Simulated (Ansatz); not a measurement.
InMo2C:
```xyz
8
Lattice="3.1264 0.0000 0.0000 -1.5632 2.7075 0.0000 0.0000 0.0000 14.0217" Properties=species:S:1:pos:R:3 pbc="T T T"
In     0.0000     1.8050    10.5163
In     1.5632     0.9025     3.5054
Mo     0.0000     1.8050     1.1200
Mo     1.5632     0.9025     8.1309
Mo     1.5632     0.9025    12.9016
Mo     0.0000     1.8050     5.8908
C      0.0000     0.0000     0.0000
C      0.0000     0.0000     7.0108
```

Relaxed with PBE. Special points in fractions of this cell's reciprocal vectors: Γ (0.000, 0.000, 0.000); M (0.500, 0.000, 0.000); K (0.333, 0.333, 0.000); A (0.000, 0.000, 0.500); L (0.500, 0.000, 0.500); H (0.333, 0.333, 0.500).

Task: List the band energies nearest the Fermi level at these points for the program Ansatz at the PBE with spin–orbit coupling level (PAW).

Result: In eV from the Fermi level; about four levels below and three above (degenerate sets whole), none deeper than 8.9 eV; points with the same levels are listed once.

| k | below | above |
|---|---|---|
| Γ | -0.13 -0.13 -0.12 -0.12 | 1.08 1.08 1.09 1.09 |
| M | -2.10 -2.10 -2.05 -2.05 | 0.46 0.46 0.59 0.59 |
| K | -0.27 -0.27 -0.21 -0.21 | 0.36 0.36 0.38 0.38 |
| A | -0.16 -0.16 -0.16 -0.16 | 1.09 1.09 1.09 1.09 1.09 1.09 1.09 1.09 |
| L | -2.07 -2.07 -2.07 -2.07 | 0.61 0.61 0.61 0.61 |
| H | -0.49 -0.49 -0.44 -0.44 | 0.88 0.88 0.94 0.94 |

Space group P6_3/mmc. The start of the workflow was typed in or built on a structure type; neither database checked (COD, Materials Project) lists it. Whether it is the stable phase at ambient conditions was not checked. Symmetry was held in the PBE relaxation; whether a distortion lowers the energy is not shown. No spin polarisation was allowed.

Potentials: the earlier of the program's two PAW sets.
